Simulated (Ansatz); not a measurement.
Cs₂LiScCl₆ — coordination and Cl-35 quadrupole coupling

Cell: a Materials Project structure (computed, not necessarily an observed phase), taken as it stands.

```
CELL_PARAMETERS angstrom
3.72804 2.15238 12.15391
-3.72804 2.15238 12.15391
0.00000 -4.30477 12.15391
ATOMIC_POSITIONS crystal
Cs 0.87384 0.87384 0.87384
Cs 0.12616 0.12616 0.12616
Cs 0.71096 0.71096 0.71096
Cs 0.28904 0.28904 0.28904
Li 0.58877 0.58877 0.58877
Li 0.41123 0.41123 0.41123
Sc 0.00000 0.00000 0.00000
Sc 0.50000 0.50000 0.50000
Cl 0.84886 0.38789 0.38789
Cl 0.38789 0.84886 0.38789
Cl 0.38789 0.38789 0.84886
Cl 0.15114 0.61211 0.61211
Cl 0.61211 0.15114 0.61211
Cl 0.61211 0.61211 0.15114
Cl 0.71948 0.19955 0.19955
Cl 0.19955 0.71948 0.19955
Cl 0.19955 0.19955 0.71948
Cl 0.28052 0.80046 0.80046
Cl 0.80046 0.28052 0.80046
Cl 0.80046 0.80046 0.28052
```

Atom numbers follow the list; atoms alike are taken as one site, whose name carries the number of the first.

The numbers come from a DFT calculation in Ansatz (PBE, plane waves and PAW, scalar-relativistic, 420 eV cutoff, Γ-centred 5×5×5 k-points, Fermi–Dirac smearing 0.02 eV).

Q(Cl-35) = -81.12 mb.

Problem. Rank these Cl sites by |C_Q|, smallest first.
A. Cl15: 1 Sc at 2.52 Å, 1 Li at 2.64 Å, angle 177°
B. Cl9: 1 Sc at 2.50 Å, 1 Li at 2.63 Å, angle 78°

Solution. B (8.62 MHz, η = 0.64), A (13.9 MHz, η = 0.00).

At Cl9 V_zz points along the shorter of its two bonds, to Sc (within 1°). At Cl15 V_zz points along the line of its two bonds (within 2°). Like point charges on the first shell alone (each adding as 1/d³) would give the same order.
